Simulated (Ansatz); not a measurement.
The relaxed structure here is a generated cell of TiFe: the first start was made by placing the elements on the sites of a structure type, and the end was not matched to a known phase here, so it may be hypothetical. Known forms of TiFe include space group No. 221.

A relaxed cell of TiFe (P4₂/mnm (No. 136)), relaxed on a k-mesh at least as fine as the one used below. Calculation: PBEsol (plane waves to 420 eV, PAW, scalar-relativistic; Ansatz, a first-principles code). Γ-centred k-mesh 7×7×7 on the run's cell (coarser than for final values), Fermi–Dirac smearing 0.05 eV.

```
TiFe
1.0
    4.78983     0.00000     0.00000
    0.00000     4.78983     0.00000
    0.00000     0.00000     4.78279
Fe Ti
4 4
Direct
  0.80575   0.19425   0.50000
  0.30575   0.30575   0.00000
  0.69425   0.69425   0.00000
  0.19425   0.80575   0.50000
  0.70904   0.70904   0.50000
  0.20904   0.79096   0.00000
  0.79096   0.20904   0.00000
  0.29096   0.29096   0.50000
```
Spin-polarised start, with parallel moments on Fe.

The atoms are displaced by (Å):

| atom | ux | uy | uz |
|---|---|---|---|
| Fe1 | -0.043 | -0.060 | -0.063 |
| Fe2 | -0.133 | -0.004 | 0.026 |
| Fe3 | -0.127 | -0.001 | 0.082 |
| Fe4 | 0.147 | 0.080 | 0.107 |
| Ti5 | 0.079 | -0.001 | 0.022 |
| Ti6 | 0.046 | 0.005 | -0.081 |
| Ti7 | 0.101 | -0.042 | 0.096 |
| Ti8 | 0.017 | 0.087 | 0.002 |

Task: What forces (eV/Å) and pressure result?

Result: 
```json
[
 {"atom": "Fe1", "Fx": "0.16", "Fy": "0.20", "Fz": "0.95"},
 {"atom": "Fe2", "Fx": "1.10", "Fy": "-0.25", "Fz": "-0.20"},
 {"atom": "Fe3", "Fx": "0.75", "Fy": "-0.49", "Fz": "-0.19"},
 {"atom": "Fe4", "Fx": "0.16", "Fy": "0.42", "Fz": "-1.29"},
 {"atom": "Ti5", "Fx": "0.88", "Fy": "-0.60", "Fz": "0.54"},
 {"atom": "Ti6", "Fx": "-1.24", "Fy": "-0.04", "Fz": "1.24"},
 {"atom": "Ti7", "Fx": "-1.36", "Fy": "0.44", "Fz": "-1.20"},
 {"atom": "Ti8", "Fx": "-0.46", "Fy": "0.33", "Fz": "0.14"}
]
```

Pressure +1.1 GPa.

Task: Estimate the energy cost of the displacement in the harmonic approximation and compare with the calculation.

Result: For a harmonic well ΔE = −½ Σ F·u = 0.373 eV a cell, or 47 meV/atom. The calculated energy relative to the undisplaced cell is +0.04 eV/atom, so the harmonic estimate holds well.

The undisplaced cell is probably no minimum: from this displacement the run went on to P2₁3 (No. 198), 0.44 eV/atom below it.

Spin state reached: ferrimagnetic (net 0.34 μB/atom), from parallel starting moments; other spin orders were not run from this start.
